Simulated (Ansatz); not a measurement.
Al2O3 (corundum)

```
CELL_PARAMETERS angstrom
      2.40399     1.38794     4.37387
     -2.40399     1.38794     4.37387
      0.00000    -2.77589     4.37387
ATOMIC_POSITIONS crystal
  Al 0.35213 0.35213 0.35213
  Al 0.14787 0.14787 0.14787
  Al 0.64787 0.64787 0.64787
  Al 0.85213 0.85213 0.85213
  O  0.55616 0.94384 0.25000
  O  0.25000 0.55616 0.94384
  O  0.94384 0.25000 0.55616
  O  0.44384 0.05616 0.75000
  O  0.75000 0.44384 0.05616
  O  0.05616 0.75000 0.44384
```

A phonon eigenvector at Γ is frozen into this cell: atom i moves by Q times the vector below, so Q is the largest atomic displacement, in Å. The cell is held. It is one choice among 2 degenerate patterns.

| atom | x | y | z |
|---|---|---|---|
| Al1 | -0.149 | 0.500 | 0.000 |
| Al2 | 0.149 | 0.500 | 0.000 |
| Al3 | -0.149 | 0.500 | 0.000 |
| Al4 | 0.149 | 0.500 | 0.000 |
| O5 | 0.000 | -0.348 | 0.937 |
| O6 | 0.185 | -0.669 | -0.469 |
| O7 | -0.185 | -0.669 | -0.469 |
| O8 | 0.000 | -0.348 | 0.937 |
| O9 | 0.185 | -0.669 | -0.469 |
| O10 | -0.185 | -0.669 | -0.469 |

Computed with PBE (plane waves to 420 eV, PAW, scalar-relativistic; Ansatz, an electronic-structure program). k mesh 8×8×8 (Γ-centred), Fermi-Dirac smearing 0.05 eV. Energies are smeared free energies. Al2O3 was relaxed with its symmetry unable to fall. The PAW data are Ansatz's earlier set. The zero of ΔE is the undisplaced structure.

```csv
Q (Å),ΔE (meV/cell)
-0.1000,577
-0.0833,398
-0.0667,withheld
-0.0500,142
-0.0333,63
-0.0167,16
0.0000,0
0.0167,16
0.0333,63
0.0500,142
0.0667,withheld
0.0833,398
0.1000,577
```

Task: Fit an even polynomial form (powers 2, 4) to the given rows and predict ΔE at Q = -0.0667.

Result: Least squares on the 11 given rows: ΔE = (56570)·Q² + (113200)·Q⁴, in meV/cell with Q in Å; root-mean-square residual 0.1 meV/cell. At -0.0667 the fit gives 254 meV/cell; the calculation gives 253 meV/cell, so the interpolation is off by 1 (+0.4 %). The quadratic term alone would give 252 meV/cell.

(A displaced cell: forces are minus the slopes of the energy, force constants its curvatures, and phonons follow from these.)
